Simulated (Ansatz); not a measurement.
Cu: relaxation of cell and atoms

All numbers below come from DFT, LDA, PAW with Ansatz's default frozen-core files, scalar-relativistic (Ansatz 0.2.0).

Command: `ansatz run input.yaml --threads 1 --pin off --max-ram 2048MiB --backend cpu --events-out ev --progress --plain --runs-dir out` The run took 16 s on 1 thread of Intel(R) Xeon(R) 6975P-C (Granite Rapids), with other jobs on the host, peak memory 0.45 GiB.

```yaml
crystal:
  lattice:
    - [-1.469818827, 1.469818827, 1.3801589208]
    - [1.469818827, -1.469818827, 1.3801589208]
    - [1.469818827, 1.469818827, -1.3801589208]
  atoms:
    - { symbol: Cu, position: [0.0, 0.0, 0.0] }
kpoints:
  mp_grid: { grid: [16, 16, 16] }
scf:
  occupations: { method: fermi_dirac, width: 0.05 }
hamiltonian:
  xc: lda
  pseudopotentials: { kind: paw }
output:
  forces: true
  stress: true
  efg: { contact_densities: true }
relax:
  f_tol: 0.005
  max_steps: 80
  cell: {}
```

Structure from Materials Project entry mp-1010136 (possibly hypothetical). The listed cell was then made from it by scaling, straining or moving an atom.

The cutoff is 420 eV; energies and pressures of the walk include the program's estimate of the Pulay term. The PAW files were made with PBE; their cores are remade for this functional.

Each frame lists the cell vectors (Å), then Cartesian positions (Å); symmetry keeps all forces zero. Free energies count from the first step, -6555.6339 eV.

The walk took 10 evaluations in all; steps that aren't listed are left out.

Step 1: E = 0.0 meV, P = -13.04 GPa

```
cell -1.4698 1.4698 1.3802 1.4698 -1.4698 1.3802 1.4698 1.4698 -1.3802
Cu    0.0000    0.0000    0.0000
```

Step 2: E = -34.7 meV, P = -6.80 GPa

```
cell -1.4473 1.4473 1.3582 1.4473 -1.4473 1.3582 1.4473 1.4473 -1.3582
Cu    0.0000    0.0000    0.0000
```

Step 3: E = -44.6 meV, P = 1.56 GPa

```
cell -1.4246 1.4246 1.3352 1.4246 -1.4246 1.3352 1.4246 1.4246 -1.3352
Cu    0.0000    0.0000    0.0000
```

Step 4: E = -45.0 meV, P = -0.13 GPa

```
cell -1.4292 1.4292 1.3386 1.4292 -1.4292 1.3386 1.4292 1.4292 -1.3386
Cu    0.0000    0.0000    0.0000
```

Step 5: E = -45.0 meV, P = -0.02 GPa

```
cell -1.4293 1.4293 1.3374 1.4293 -1.4293 1.3374 1.4293 1.4293 -1.3374
Cu    0.0000    0.0000    0.0000
```

Step 6: E = -45.2 meV, P = 0.65 GPa

```
cell -1.4330 1.4330 1.3260 1.4330 -1.4330 1.3260 1.4330 1.4330 -1.3260
Cu    0.0000    0.0000    0.0000
```

Step 7: E = -45.4 meV, P = 0.03 GPa

```
cell -1.4491 1.4491 1.3022 1.4491 -1.4491 1.3022 1.4491 1.4491 -1.3022
Cu    0.0000    0.0000    0.0000
```

Step 8: E = -40.5 meV, P = -4.62 GPa, step rejected

```
cell -1.4439 1.4439 1.3458 1.4439 -1.4439 1.3458 1.4439 1.4439 -1.3458
Cu    0.0000    0.0000    0.0000
```

**Question.** How does the relaxation end?

**Answer.** It converges, with a = 2.888 Å, b = 2.888 Å, c = 2.621 Å, α = 90.00°, β = 90.00°, γ = 90.00° (conventional cell, space group I4/mmm). The last solve (on a basis chosen afresh for the final cell, so its energy is not quite comparable) gives E = -44.9 meV, P = 0.04 GPa:
```
cell -1.4441 1.4441 1.3107 1.4441 -1.4441 1.3107 1.4441 1.4441 -1.3107
Cu    0.0000    0.0000    0.0000
```
